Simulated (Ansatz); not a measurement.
A relaxed 1×1 slab of 3 planes, cut along (110) from a diamond crystal of one element, has a cell area of 31.33 Å² and a bulk spacing of 2.353 Å between its first planes. All-electron LAPW in Ansatz 0.2.0 (PBE, scalar-relativistic, no spin polarisation) gives γ = 0.66 J/m², Φ = 4.21 eV and a change of the outer spacing of -1.4 %. The diamond structure needn't be the element's own.

Question: Which element is it?

Answer: Sn. Neighbours weren't tried against these numbers.
